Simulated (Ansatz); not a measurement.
SiNi at a changed volume — ⁶¹Ni nuclear quadrupole resonance

Cell: a diffraction structure from the COD, relaxed with PBE at fixed cell and then changed (volume scaled by 0.98, ions relaxed).

```cif
data_SiNi
_symmetry_space_group_name_H-M 'Pnma'
_symmetry_Int_Tables_number 62
_cell_length_a 5.1384
_cell_length_b 3.3157
_cell_length_c 5.5673
_cell_angle_alpha 90.000
_cell_angle_beta 90.000
_cell_angle_gamma 90.000
loop_
_atom_site_label
_atom_site_type_symbol
_atom_site_symmetry_multiplicity
_atom_site_Wyckoff_symbol
_atom_site_fract_x
_atom_site_fract_y
_atom_site_fract_z
Si Si 4 c 0.3221 0.7500 0.0832
Ni Ni 4 c 0.0091 0.2500 0.1869
```

One atom of each set is listed.

Method: Kohn–Sham DFT in Ansatz, PBE, plane waves and PAW, scalar-relativistic, collinear spin, 420 eV cutoff, Γ-centred 9×14×9 k-points, Fermi–Dirac smearing 0.05 eV. Start moments as typed (μB): 1.5 on each Ni, none on the rest.

⁶¹Ni: I = 3/2, Q = 162.0 mb (year-2017 value). Static lattice, zero field.

Problem. At which frequencies do the ⁶¹Ni NQR lines lie?

Solution. For I = 3/2 there is one line, ν = (|C_Q|/2)(1 + η²/3)^½.

```tsv
site	atoms	V_zz (10²¹ V/m²)	C_Q (MHz)	η	line frequencies (MHz)
Ni	4	-0.67	-2.63	0.72	1.43
```

With no gap above 0.1 eV, as in a metal, the gradients converge slowly in k; expect changes of a tenth or more on a denser mesh. With these PAW files V_zz is typically within 2 to 3 % of all-electron values, but misses above 10 % occur on Ni. At this changed cell the PBE pressure is 6 GPa. The start moments die out, and the run ends without spin.

The relaxation (3 steps) took 8.1 min of wall time (8.1 min of CPU time) and 1.9 GiB at its peak, on 1 thread of Intel Xeon Platinum 8259CL CPU @ 2.50GHz (Skylake/Cascade Lake) (x86_64; 16 cores open to the job, memory cap 3.0 GiB, no GPU), a shared host with a load of 0.4 a core.
